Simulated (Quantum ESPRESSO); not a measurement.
# Planted mistakes on one cell of In3HfO5N

Calculated results; nothing here was measured. They come from pw.x of Quantum ESPRESSO 7.5, a plane-wave density functional program, with PseudoDojo standard norm-conserving files (v0.5 for PBE, v0.4.1 for LDA and PBEsol). The cells are made up: elements, strain and atom displacements were drawn at random, and nothing was relaxed. There is no spin polarisation, spin-orbit coupling or dispersion term.

The hafnium file is less sure than the others, with forces about 3 percent (worst 6) and pressure in oxides about 1.5 GPa (worst 2.7) from a second method in checks, which no rerun with the same files tests.

The cell has 10 sites of a corundum lattice. Sites 1 to 4 hold In In In Hf; sites 5 to 10 hold O O N O O O. Cell vectors in Å: (2.798, 1.616, 4.935); (-2.798, 1.616, 4.935); (0.000, -3.231, 4.935). Settings: PBE, cutoff 1143 eV, 5 x 5 x 5 k mesh shifted by half a step, Fermi-Dirac smearing of 0.025 eV.

The intended run has a self-consistency threshold of 1e-07 eV, a smearing term of 0.000 eV, a pressure of 0.00 GPa and 14 iterations. Each further run changes one thing: all lengths scaled by 1.0136; atoms of sites 3 and 4 exchanged; cutoff 713 eV; files of LDA; k mesh 1 x 1 x 1; one electron removed; smearing 0.79 eV; threshold 0.1 eV. A coarse mesh keeps the shift, and a charged cell sits in a uniform background.

| run | change of free energy (eV) | smearing term -TS (eV) | change of P (GPa) | largest change of a force component (eV/Å) | iterations |
| --- | --- | --- | --- | --- | --- |
| A | 3.235 | 0.000 | -25.75 | 0.059 | 14 |
| B | -0.999 | -3.496 | 4.02 | 0.386 | 14 |
| C | 19.042 | 0.000 | -11.59 | 0.243 | 14 |
| D | 0.021 | 0.000 | 0.38 | 0.733 | 6 |
| E | -0.973 | 0.000 | -1.00 | 0.598 | 15 |
| F | -0.474 | 0.000 | 0.05 | 3.107 | 14 |
| G | -9.477 | -0.019 | -17.81 | 1.090 | 16 |
| H | 0.108 | 0.000 | -6.06 | 0.306 | 15 |

A rerun of the intended cell at 1437 eV and k mesh 7 x 7 x 7 moved values by no more than 0.003 eV in the cell's energy, 0.03 GPa in stress and 0.002 eV/Å in force.

Question: which change belongs to which run?

## Worked reading

Run D has the fewest iterations, as a run stopped early does. Run B has the largest smearing term, as wide smearing gives. Run A has a higher energy and the largest fall in pressure, as too small a basis gives. Run H changes the volume by a factor of 1.0414; minus its pressure change over the logarithm of that factor, 149 GPa, is a rough bulk modulus with clamped atoms. Energies from files of another functional, or of a charged cell, have another zero and say nothing on stability; the pressure of a charged cell rests on the program's zero of potential too.

## Key

```
run                            change
  A                     cutoff 713 eV
  B                  smearing 0.79 eV
  C                      files of LDA
  D                  threshold 0.1 eV
  E                  k mesh 1 x 1 x 1
  F  atoms of sites 3 and 4 exchanged
  G              one electron removed
  H      all lengths scaled by 1.0136
```